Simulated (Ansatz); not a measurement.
Ca (fcc, Cu type)

```
CELL_PARAMETERS angstrom
      0.00000     2.78428     2.78428
      2.78428     0.00000     2.78428
      2.78428     2.78428     0.00000
ATOMIC_POSITIONS crystal
  Ca 0.00000 0.00000 0.00000
```

The slice is a {100} plane (indices of the conventional cell) through the point (0.000, 0.000, 0.000) (fractional), spanned by u = [100] and v = [0 1 -1] in vectors of this cell: u (3.94 Å) and v (3.94 Å, at 90° to u). It covers one period; positions are fractions (u, v).

The numbers are results of r2SCAN (plane waves to 500 eV, PAW, scalar-relativistic; Ansatz, a first-principles code), not measurements. k mesh 14×14×14. Inside the PAW spheres the values are not all-electron values, and peaks at nuclei hang on which shells count as valence. Ca was relaxed with its symmetry unable to fall. The PAW data are Ansatz's earlier set.

Three fields on this plane, each scaled to ten steps between its own extremes (0 low, 9 high; the total valence density on a logarithmic scale, the potential cut 8 eV below its top; x marks points blanked near nuclei; v = 0 in the bottom row):

Map A
```
|xxxxx00356665300xxxx|
|xxxxx00356765300xxxx|
|xxxxx02467776420xxxx|
|xxxx0135677765310xxx|
|x0001356788876531000|
|00023567888887653200|
|23345678899988765433|
|55566788999998876655|
|66677889999999887766|
|66777889999999887776|
|66677889999999887766|
|55566788999998876655|
|23345678899988765433|
|00023567888887653200|
|x0001356788876531000|
|xxxx0135677765310xxx|
|xxxxx02467776420xxxx|
|xxxxx00356765300xxxx|
|xxxxx00356665300xxxx|
|xxxxxx025666520xxxxx|
```

Map B
```
|xxxxx94100000149xxxx|
|xxxxx83100000138xxxx|
|xxxxx52000000025xxxx|
|xxxx6310000000136xxx|
|x9853100000000013589|
|44321000000000001234|
|11100000000000000011|
|00000000000000000000|
|00000000000000000000|
|00000000000000000000|
|00000000000000000000|
|00000000000000000000|
|11100000000000000011|
|44321000000000001234|
|x9853100000000013589|
|xxxx6310000000136xxx|
|xxxxx52000000025xxxx|
|xxxxx83100000138xxxx|
|xxxxx94100000149xxxx|
|xxxxxx410000014xxxxx|
```

Map C
```
|xxxxx50013531005xxxx|
|xxxxx30014641003xxxx|
|xxxxx10026662001xxxx|
|xxxx1001477741001xxx|
|x5310013688863100135|
|00000136899986310000|
|00001368999998631000|
|01124689999999864211|
|33467899999999987643|
|55667899999999987665|
|33467899999999987643|
|01124689999999864211|
|00001368999998631000|
|00000136899986310000|
|x5310013688863100135|
|xxxx1001477741001xxx|
|xxxxx10026662001xxxx|
|xxxxx30014641003xxxx|
|xxxxx50013531005xxxx|
|xxxxxx000353000xxxxx|
```

### Question
Assign the maps to these fields: electron localisation function (ELF); valence electron density; electrostatic potential energy of an electron, from the cell's mean.

### Answer
A is the electrostatic potential energy of an electron, from the cell's mean; B is the valence electron density; C is the electron localisation function (ELF).
